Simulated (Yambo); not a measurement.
## Convergence of the G0W0 gap of Ba2LuNbO6

G0W0@PBEsol for Ba₂LuNbO₆ (space group Fm-3m, No. 225) in Yambo. Reference settings: 2×2×2 Γ-centred k mesh, bands 3 to 232 and a 7 Ry block in the screening, 232 bands in G with the Bruneval-Gonze terminator, plasmon pole fitted at 27.2 eV. The PBEsol gap Γ → Γ on this mesh is 2.83 eV; G0W0 gaps are taken between the same points.

```
change from the reference  G0W0 gap Γ → Γ (eV)  shift of the valence edge (eV)        rough Yambo cost
-------------------------  -------------------  ------------------------------  ----------------------
reference settings                        3.57                            0.26                       1
3 Ry block                                3.51                            0.35  within a factor of two
2 Ry block                                3.70                            0.23  within a factor of two
no random integration                     3.49                            0.53                       –
```

The reference isn't shown to be the converged limit. Costs are rough (shared machines), scaled to the same edge states, and given only for runs that recompute the screening.

Spin-orbit splittings are left out. The 4f states are in the valence at their DFT position.

Geometry of the Materials Project entry, not relaxed at this level; primitive cell a = 5.9413 Å, b = 5.9413 Å, c = 5.9413 Å, α = 60.00°, β = 60.00°, γ = 60.00°.

The structure is a Materials Project entry; no match was found in the copy of COD used, and its stability was not checked.

A shift is the quasiparticle energy of the state minus its PBEsol energy.
